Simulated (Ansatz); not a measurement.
WS₂:
```yaml
crystal:
  lattice:
    - [3.17204, 0.00000, 0.00000]
    - [-1.58602, 2.74707, 0.00000]
    - [0.00000, 0.00000, 12.55222]
  atoms:
    - { symbol: W, position: [0.33333, 0.66667, 0.25000] }
    - { symbol: W, position: [0.66667, 0.33333, 0.75000] }
    - { symbol: S, position: [0.33333, 0.66667, 0.62566] }
    - { symbol: S, position: [0.66667, 0.33333, 0.37434] }
    - { symbol: S, position: [0.66667, 0.33333, 0.12566] }
    - { symbol: S, position: [0.33333, 0.66667, 0.87434] }
```

Cartesian axes are those of the cell as given.

Give the high-frequency dielectric tensor and the Born effective charge tensors of the independent atoms from DFPT, plane-wave PAW r²SCAN+D4 (Ansatz code).


ε∞:
```
13.2  0.00  0.00
0.00  13.2  0.00
0.00  0.00  5.31
```
Z* of atom 1 (W), rows: field, columns: displacement, in e:
```
-0.41   0.00   0.00
 0.00  -0.41   0.00
 0.00   0.00  -0.32
```
Z* of atom 3 (S), rows: field, columns: displacement, in e:
```
0.21  0.00  0.00
0.00  0.21  0.00
0.00  0.00  0.16
```

Static charges for comparison (Bader): W1 +1.46, S3 -0.73 e. Born charges measure polarisation by displacement and can exceed these by far.

Space group P6_3/mmc. The cell was relaxed with r²SCAN+D4 under the symmetry of its start. The run is not spin-polarised. Spin–orbit coupling is left out wherever it is not named.

Potentials: the earlier of the program's two PAW sets. The files were generated under PBE; for other functionals the program regenerates the frozen cores, and for LDA and PBEsol the local potential too.
